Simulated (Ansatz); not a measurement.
One crystal and one scan (energy over volume and axial ratio) at two levels, PBE (plane waves to 420 eV, PAW, scalar-relativistic; Ansatz, a quantum-chemistry and plane-wave program) and r2SCAN (plane waves to 500 eV, PAW, scalar-relativistic; Ansatz), each from its own relaxed cell and on its own mesh. The cell shown is that of PBE.

CdSe (wurtzite)

```
CdSe
1.0
    4.38288     0.00000     0.00000
   -2.19144     3.79568     0.00000
    0.00000     0.00000     7.15467
Cd Se
2 2
Direct
  0.66667   0.33333   0.00047
  0.33333   0.66667   0.50047
  0.66667   0.33333   0.62473
  0.33333   0.66667   0.12473
```

The relaxed cell is deformed in two ways at once: its volume V is scaled, and at that volume it is stretched along z (the c axis of the conventional cell) so that c/a changes. Fractional atomic positions are held.

The energy includes the smearing's −TS. CdSe was relaxed with its symmetry unable to fall. The PAW data are Ansatz's earlier set. As the atoms are clamped, bonds stretch with the cell, which overstates energies and stresses. Percentages come from the unrounded values. Both scans cover V/V₀ from 0.960 to 1.040 and (c/a)/(c/a)₀ from 0.920 to 1.080.

```json
[
 {"quantity": "Lattice constant a (Å)", "PBE": "4.383", "r2SCAN": "4.340", "PBE − r2SCAN": "+0.043 (+1.0 %)"},
 {"quantity": "Lattice constant c (Å)", "PBE": "7.155", "r2SCAN": "7.078", "PBE − r2SCAN": "+0.077 (+1.1 %)"},
 {"quantity": "Relaxed volume (Å³/atom)", "PBE": "29.76", "r2SCAN": "28.86", "PBE − r2SCAN": "+0.90 (+3.1 %)"},
 {"quantity": "Modulus against c/a change at fixed volume, (3/4V)·∂²E/∂(ln c/a)² (fit, atoms clamped) (GPa)", "PBE": "38", "r2SCAN": "44", "PBE − r2SCAN": "-6 (-13 %)"}
]
```

PBE gives the higher value for: lattice constant a; lattice constant c; relaxed volume. PBE gives the lower value for: modulus against c/a change at fixed volume. Neither level is exact: the differences show how much the result hangs on the functional.

(Under strain, the slope of the energy per volume gives the stress and its curvature an elastic modulus.)
